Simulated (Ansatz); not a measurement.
Two states of Tl2Ni2O3

```
Ni Tl O
1.0
     5.97731    0.00000    0.00000
     0.00000    6.11287    0.00000
    -2.79647    0.00000    5.36053
Ni Tl O
4 4 6
Direct
  0.33500 0.12200 0.07300
  0.66500 0.62200 0.42700
  0.66500 0.87800 0.92700
  0.33500 0.37800 0.57300
  0.15200 0.84600 0.41100
  0.84800 0.34600 0.08900
  0.84800 0.15400 0.58900
  0.15200 0.65400 0.91100
  0.37200 0.42500 0.24700
  0.62800 0.92500 0.25300
  0.62800 0.57500 0.75300
  0.37200 0.07500 0.74700
  0.00000 0.00000 0.00000
  0.00000 0.50000 0.50000
```

Method: PBE, with U_eff = 5.36 eV on Ni d (all-electron-ortho-atomic projectors); PAW, plane waves to 420 eV, 4×3×4 Γ-centred mesh, fermi-dirac occupations (width 0.0573 eV) (Ansatz 0.2.0), atoms fixed.

State A: Ni1 down, Ni2 up, Ni3 up, Ni4 down (collinear spin). State B: Ni1 up, Ni2 up, Ni3 down, Ni4 down (collinear spin).

Which state is lower, and how do they differ?

State A is lower by 2.4 meV an atom at zero smearing. So small a gap isn't resolved on this mesh where a state is a metal.

```json
{"state": "A", "free energy (meV/atom)": "0.0", "largest moment in a small sphere (μB)": "1.59", "net moment (μB/cell)": "0.00", "gap on mesh (eV)": "0.10", "pressure (GPa)": "15.6", "largest force (eV/Å)": "1.79"}
{"state": "B", "free energy (meV/atom)": "2.3", "largest moment in a small sphere (μB)": "1.59", "net moment (μB/cell)": "0.00", "gap on mesh (eV)": "metal", "pressure (GPa)": "15.6", "largest force (eV/Å)": "1.76"}
```

Origin: a known structure type with other elements, at an estimated volume, so it need not be a known compound. Caveats: another magnetic order, which this cell may not hold, can open a gap; the k mesh is coarse if the cell is a metal; atoms or cell far from equilibrium; the gap is not wide against the smearing.
